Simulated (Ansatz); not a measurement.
Here is the system:

Starting cell, NaI (rock salt):

```
CELL_PARAMETERS angstrom
      0.00000     3.26452     3.26452
      3.26452     0.00000     3.26452
      3.26452     3.26452     0.00000
ATOMIC_POSITIONS crystal
  I  0.00000 0.00000 0.00000
  Na 0.50000 0.50000 0.50000
```

Scan: atom 1 (I, nearest neighbour Na at 3.265 Å; its periodic images, 4.6 Å or more away, move with it) is displaced along Cartesian [110], direction (0.707, 0.707, 0.000) in Cartesian axes, by s. The other atoms stay.

Level of theory: PBE (plane waves to 420 eV, PAW, scalar-relativistic; Ansatz, a quantum-chemistry and plane-wave program). k mesh 7×7×7 (Γ-centred), Fermi-Dirac smearing 0.05 eV. The energy includes the smearing's −TS. NaI was relaxed with its symmetry unable to fall. Spin-orbit coupling is left out, though I is heavy. ΔE is measured from the undisplaced structure.

The scan covers s from -0.980 to 0.980 Å in 11 points.

### Question
Is the energy the same for equal positive and negative displacements?

### Answer
Even: the same for both signs. With its periodic images moving along, the atom's site symmetry in this cell is m-3m.

### Question
What is the energy change at s = 0.980 Å?

### Answer
517 meV/cell.

### Question
What force acts on the atom along the line at s = -0.980 Å?

### Answer
1.27 eV/Å.

### Question
What is the force constant k = d²E/ds² of this move at s = 0?

### Answer
0.76 eV/Å².

### Question
With two atoms in the cell this is the zone-centre optical mode. What wavenumber follows (transverse: no LO-TO term)?

### Answer
103 cm⁻¹.

(For displaced atoms, the force is minus the slope of the energy, and its curvature is a force constant, which sets phonon frequencies.)
